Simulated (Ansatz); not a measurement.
# Li₃Au₅: from a guess to a relaxed structure

Method: DFT PBE, scalar-relativistic, plane waves, PAW in Ansatz 0.2.0. Cutoff 420 eV, Gaussian smearing, Γ-centred meshes. Cell and atoms relax first on a coarse mesh and then on a finer one. In between, the cell is made exact in the group found at 0.06 Å. In metals the finer mesh still leaves noise of several meV/atom or more. The steps can't lower the symmetry of their start. No spin polarisation.

Recipe of this trial structure of Li₃Au₅: random cell by space group and Wyckoff sites (Im-3m, No. 229). Lengths were set from tabulated atomic sizes, so they are only a guess.

```
Li Au
1.0
    -3.25680    3.25680    3.25680
     3.25680   -3.25680    3.25680
     3.25680    3.25680   -3.25680
Li Au
3 5
Direct
  0.00000 0.50000 0.50000
  0.50000 0.00000 0.50000
  0.50000 0.50000 0.00000
  0.50000 0.50000 0.50000
  0.00000 0.00000 0.50000
  0.00000 0.50000 0.00000
  0.50000 0.00000 0.00000
  0.00000 0.00000 0.00000
```

Formation energies are uncorrected and refer to the elements' standard structures at the same level.

Problem. Which structure results?

Solution. The symmetry stays Im-3m (No. 229). The volume per atom shrinks by 5.2 %, from 17.3 to 16.4 Å³. The shortest distance goes from 2.82 Å (Li–Au and Au–Au) to 2.77 Å (Li–Au and Au–Au). Conventional cell: a = 6.398 Å. Li is surrounded by 8 Au at 2.77 Å, 2 Au at 3.20 Å and 4 Li at 3.20 Å; Au on a site of symmetry -3m is surrounded by 2 Au at 2.77 Å, 6 Li at 2.77 Å and 6 Au at 3.20 Å; around Au on a site of symmetry m-3m lie 8 Au at 2.77 Å and 6 Li at 3.20 Å.

Space group Im-3m (No. 229). a = 6.398 Å, b = 6.398 Å, c = 6.398 Å, α = 90.00°, β = 90.00°, γ = 90.00°
```tsv
atom	site	symmetry	x	y	z
Li	6b	4/mm.m	0.5000	0.0000	0.0000
Au	8c	.-3m	0.2500	0.2500	0.2500
Au	2a	m-3m	0.0000	0.0000	0.0000
```

Problem. Give its energy and gap.

Solution. The formation energy is −0.44 eV/atom and the gap on the 8×8×8 mesh of the 8-atom cell is 0 eV (a metal).

A negative formation energy is needed for stability but isn't enough: competing phases decide.

The last run used Gaussian smearing of 0.10 eV. Spin–orbit coupling, which can matter for Au, is left out. Symmetry constrained the relaxation, so the result can be a saddle point. In all, the 3 runs took 57 s on 1 thread of Intel(R) Xeon(R) CPU @ 2.80GHz (Skylake/Cascade Lake) (shared host).
